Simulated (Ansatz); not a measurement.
ZrTa:
```
ZrTa
1.0
    1.45522    -5.64858     0.00000
    1.45522     5.64858     0.00000
    0.00000     0.00000     4.86092
Zr Ta
2 2
Direct
  0.67889   0.32111   0.25000
  0.32111   0.67889   0.75000
  0.93562   0.06438   0.25000
  0.06438   0.93562   0.75000
```

This is the PBEsol-relaxed structure.

Question: All from plane-wave PAW PBEsol (Ansatz code), unless another level is named. Give the highest zone-centre frequency.

Answer: 179 cm⁻¹.

Question: Predict the bulk modulus (Birch–Murnaghan fit).

Answer: 140 GPa.

Space group Cmcm. The start of the workflow was typed in or built on a structure type; neither database checked (COD, Materials Project) lists it. Whether it is the stable phase at ambient conditions was not checked. The cell was relaxed with PBEsol under the symmetry of its start. At this level the phase is dynamically unstable (imaginary phonons). No spin polarisation was allowed. Its formation energy is positive at this level, so the cell may be metastable or incomplete. As this level gives no gap, phonon frequencies hold no LO–TO term and depend on the k-mesh and smearing (Fermi–Dirac, 0.1 eV here). Scalar-relativistic: spin–orbit coupling is off unless named, which matters more the heavier the elements.

Potentials: the later of the program's two PAW sets.
